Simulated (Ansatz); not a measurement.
**Data sheet: ReC (DFT)**

ReC:
```
ReC
1.0
    0.00000     2.15542     2.15542
    2.15542     0.00000     2.15542
    2.15542     2.15542     0.00000
C Re
1 1
Direct
  0.00000   0.00000   0.00000
  0.50000   0.50000   0.50000
```

Space group Fm-3m (No. 225), rock salt; conventional cell a = b = c = 4.311 Å, α = β = γ = 90.00°.

Method: the program Ansatz at the PBEsol level (PAW). Geometry: relaxed at this level of theory. Other levels are named where they apply.

### Cell and energy

| Item | Result |
|---|---|
| Volume per atom | 10.01 Å³ |
| Density | 16.43 g/cm³ |
| Formation energy from the elements (no fitted shifts) | 0.85 eV/atom |

### Electronic structure

| Property | Result |
|---|---|
| Electronic character | metallic (no gap) |
| Density of states at the Fermi level | 1.0 states/eV per atom (mean over ±0.08 eV) |
| Gap with spin–orbit coupling | none (metallic) |

### Mechanics

| Quantity | Value |
|---|---|
| Bulk modulus (Birch–Murnaghan fit) | 397 GPa |
| Pressure derivative B′ | 4.4 |
| Elastic constants (relaxed ions, GPa) | C11 = 685, C12 = 254, C44 = -74.5 |
| Mechanical stability | unstable (C has a negative eigenvalue) |

### Phonons

| Quantity | Result |
|---|---|
| Highest zone-centre frequency | 217 cm^-1 |
| Zone-centre stability | no imaginary mode at Γ |

The start of the workflow was typed in or built on a structure type; neither database checked (COD, Materials Project) lists it. Its standing as an ambient phase is unchecked. The PBEsol relaxation kept the symmetry of its start. No spin polarisation was allowed. Its formation energy is positive at this level, so the cell may be metastable or incomplete. As this level gives no gap, shear constants depend on the k-mesh and smearing (Fermi–Dirac, 0.1 eV here). As this level gives no gap, phonon frequencies hold no LO–TO term and depend on the k-mesh and smearing (Fermi–Dirac, 0.1 eV here). On the denser mesh and wider smearing of the elastic run this cell carries a stress of 0.4 GPa. The references are the lowest solids computed at this level, not always the standard phases. Scalar-relativistic: spin–orbit coupling is off unless named, which matters more the heavier the elements.

Potentials: the later of the program's two PAW sets.
